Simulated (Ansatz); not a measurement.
Here is the system:

BiB:
```cif
data_B2Bi2
_chemical_formula_sum 'B2 Bi2'
_space_group_name_H-M_alt 'P63mc'
_space_group_IT_number 186
_space_group_name_Hall 'P 6c -2c'
_cell_length_a 3.88884
_cell_length_b 3.88884
_cell_length_c 6.40785
_cell_angle_alpha 90.000
_cell_angle_beta 90.000
_cell_angle_gamma 120.000
loop_
_atom_site_label
_atom_site_type_symbol
_atom_site_symmetry_multiplicity
_atom_site_Wyckoff_symbol
_atom_site_fract_x
_atom_site_fract_y
_atom_site_fract_z
_atom_site_occupancy
B1 B 2 b 0.66667 0.33333 0.00000 1
Bi1 Bi 2 b 0.33333 0.66667 0.12520 1
```

This is the PBE-relaxed structure.

Problem. All from DFT-PBE in the program Ansatz with PAW potentials, unless another level is named. Give the electronic character.

Solution. no gap, with almost no states at the Fermi level (zero-gap or semimetallic).

Problem. Predict the formation energy from the elements (no fitted shifts).

Solution. 78 kJ/mol of atoms.

Space group P6_3mc (wurtzite). A made-up cell: these elements were put on the sites of a structure type; neither database checked (COD, Materials Project) lists it. Whether it is the stable phase at ambient conditions was not checked. Symmetry was held in the PBE relaxation; its stability against distortions is not shown here. The references are the lowest solids computed at this level, not always the standard phases. Scalar-relativistic: spin–orbit coupling is off unless named, which matters more the heavier the elements.

Potentials: the later of the program's two PAW sets.
